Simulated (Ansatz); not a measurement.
YbAl2Si2 with scf.occupations, scf.max_iter changed

Computed with the plane-wave PAW code Ansatz (scalar-relativistic, PAW set soft_2): PBEsol, no spin polarisation, 420 eV cutoff, k-mesh 9×9×6. These are the settings of the reference run.

Cell:

```cif
data_structure
_symmetry_space_group_name_H-M 'P 1'
_symmetry_Int_Tables_number 1
_cell_length_a 4.1311
_cell_length_b 4.1311
_cell_length_c 6.5908
_cell_angle_alpha 90.000
_cell_angle_beta 90.000
_cell_angle_gamma 120.000
_cell_volume 97.41
loop_
_atom_site_label
_atom_site_type_symbol
_atom_site_fract_x
_atom_site_fract_y
_atom_site_fract_z
_atom_site_occupancy
Al1 Al 0.66667 0.33333 0.35903 1
Al2 Al 0.33333 0.66667 0.64097 1
Si1 Si 0.66667 0.33333 0.74979 1
Si2 Si 0.33333 0.66667 0.25021 1
Yb1 Yb 0.00000 0.00000 0.00000 1
```

The reference run of this cell is solved again as a single point with these keys changed:

| key | reference run | changed run |
| --- | --- | --- |
| scf.occupations | {method: gaussian, width: 0.05} | {method: gaussian, width: 1.0} |
| scf.max_iter | not typed | 100 |

Task: How does the changed run end?

Result: 

| quantity | reference run | changed run |
| --- | --- | --- |
| energy, changed less reference (meV an atom) | 0 | 1.5 |
| pressure (GPa) | 0.0 | 0.3 |
| largest force (eV/Å) | 0.00 | 0.11 |
| gap on the mesh (eV) | 0.00 | 0.00 |

The energy moves by 1.5 meV an atom (0.01 eV for the cell). It took 10 iterations from the trained starting density.

Caveats: the reference run: 4f shell without a U, which puts 4f levels too near the Fermi level; a single point, atoms not relaxed again.
